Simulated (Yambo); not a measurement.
AlP (wurtzite, space group P6_3mc, No. 186): a test of whether the lowest BSE state is resolved, against the k mesh (Yambo, LDA bands; otherwise 5 valence and 7 conduction bands, static screening with 37 bands and a 4 Ry block, scissor 1.01 eV, Tamm-Dancoff).

```
k mesh  direct gap (eV)  lowest state (eV)  difference (eV)  k points taking part  rough cost
------  ---------------  -----------------  ---------------  --------------------  ----------
3×3×2              3.35               3.05             0.30                   1.1  about 1/50
6×6×4              3.35               3.15             0.19                   1.1   about 1/4
9×9×4              3.35               3.19             0.15                   1.0           1
```

The last step moves the difference by 0.04 eV. Even the densest mesh doesn't resolve the state: none of these energies is a result, and the difference is no binding energy.

These are vertical excitations (zero momentum); the indirect quasiparticle gap, about 2.80 eV, is smaller than the direct one (3.35 eV on the GW mesh). The scissor comes from a G0W0 run whose convergence isn't established; costs are rough.

Geometry relaxed with LDA; primitive cell a = 3.8310 Å, b = 3.8310 Å, c = 6.2871 Å, α = 90.00°, β = 90.00°, γ = 120.00°.

This is not the ordinary phase of the substance; no match was found in the copy of COD used, and its stability was not checked.
